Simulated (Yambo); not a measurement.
Yambo run on CsVN₂ (space group Fd-3m, No. 227). The wavefunctions are LDA (pw.x of Quantum ESPRESSO, ONCV potentials, no spin-orbit coupling) ones on a 2×2×2 mesh (32 occupied bands); a = 5.9000 Å, b = 5.9000 Å, c = 5.9000 Å, α = 60.00°, β = 60.00°, γ = 60.00°.

Yambo input:

```
rim_cut
gw0
dyson
el_el_corr
HF_and_locXC
ppa
em1d
RandQpts= 1000000
RandGvec= 1 Ry
EXXRLvcs= 84 Ry
VXCRLvcs= 336 Ry
Chimod= "HARTREE"
% BndsRnXp
 3 | 214 |
%
NGsBlkXp= 7 Ry
% LongDrXp
 1.0 | 1.0 | 1.0 |
%
PPAPntXp= 27.2114 eV
% GbndRnge
 1 | 141 |
%
GTermKind= "none"
DysSolver= "n"
ExtendOut
% QPkrange
 1 | 1 | 32 | 33 |
 2 | 2 | 32 | 32 |
%
```

k points by index: 1 = Γ, 2 = L.

Resulting energies as the program prints them:

```
#    K-point    Band    Eo [eV]    E [eV]    E-Eo [eV]    Vxc [eV]    Vnlxc [eV]    Sc|Eo [eV]    Sc|E [eV]    dSc/dw|Eo [eV]    Re(Z)    Im(Z)
#
    1    32    -0.019609    0.562949    0.582558    -16.47915    -19.17120    3.467449    3.274609    -9.009480    0.751258    -0.001893
    1    33    0.534689    2.022375    1.487686    -21.13633    -14.31095    -4.839456    -5.337690    -9.112197    0.749135    -0.001666
    2    32    0.000000    0.585541    0.585541    -16.52827    -19.22250    3.473716    3.279766    -9.015056    0.751143    -0.001777
```
(The two width columns are left out.) Convergence of these settings isn't established.

Geometry of the Materials Project entry, not relaxed at this level.

The structure is a Materials Project entry; no match was found in the copy of COD used, and its stability was not checked.

The runs are not spin-polarised; magnetic order was not tried.
